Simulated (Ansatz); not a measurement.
A: Cu₂O (cuprite type, space group Pn-3m), a = b = c = 4.299 Å, α = β = γ = 90.00°
B: MgO (rock salt), a = b = c = 4.2544 Å, α = β = γ = 90.00°
C: HfN (rock salt), a = b = c = 4.5480 Å, α = β = γ = 90.00°
D: CsPbCl₃ (cubic perovskite), a = b = c = 5.7357 Å, α = β = γ = 90.00°

Scan: energy over volume and axial ratio (atoms clamped). All come from one method, each on a k mesh of its own. All were relaxed with their symmetry unable to fall. Cu2O is run without spin polarisation. HfN is run without spin polarisation. Spin-orbit coupling is left out. The PAW data are Ansatz's earlier set. This is a high-temperature form of CsPbCl3.

**Question.** Put the candidates in order of shear modulus C′ = (C11 − C12)/2 (fitted), highest first, for PBE (plane waves to 420 eV, PAW, scalar-relativistic; Ansatz, a program for electronic structure).

**Answer.** C (221 GPa), B (88 GPa), D (20 GPa), A (10 GPa)

(Under strain, the slope of the energy per volume gives the stress and its curvature an elastic modulus.)
